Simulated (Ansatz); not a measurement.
AlGaN₂:
```xyz
4
Lattice="3.1426 0.0000 0.0000 0.0000 3.1426 0.0000 0.0000 0.0000 4.4232" Properties=species:S:1:pos:R:3 pbc="T T T"
Al     1.5713     1.5713     2.2116
Ga     0.0000     0.0000     0.0000
N      1.5713     0.0000     3.2716
N      0.0000     1.5713     1.1516
```

PBEsol in the plane-wave PAW code Ansatz gives a gap of 2.78 eV without spin–orbit coupling, maximum at Γ, minimum at Γ.

Question: What happens when spin–orbit coupling is switched on?

Answer: The gap decreases by 0.01 eV, to 2.77 eV; maximum at Γ, minimum at Γ.

Question: Give the electron effective mass with spin–orbit coupling.

Answer: 0.22, 0.22, 0.31 mₑ (principal values).

Question: Give the hole effective mass with spin–orbit coupling.

Answer: 0.42, 0.52, 1.1 mₑ (principal values).

Space group P-4m2. The first step of the workflow began from a Materials Project structure, measured or hypothetical; the Crystallography Open Database copy checked does not list it. With Al and Ga taken as one species the cell has the higher symmetry F-43m, so it may be an ordered model of a mixed-site phase. Whether it is the stable phase at ambient conditions was not checked. The PBEsol relaxation kept the symmetry of its start; its stability against distortions is not shown here.

Potentials: the later of the program's two PAW sets.
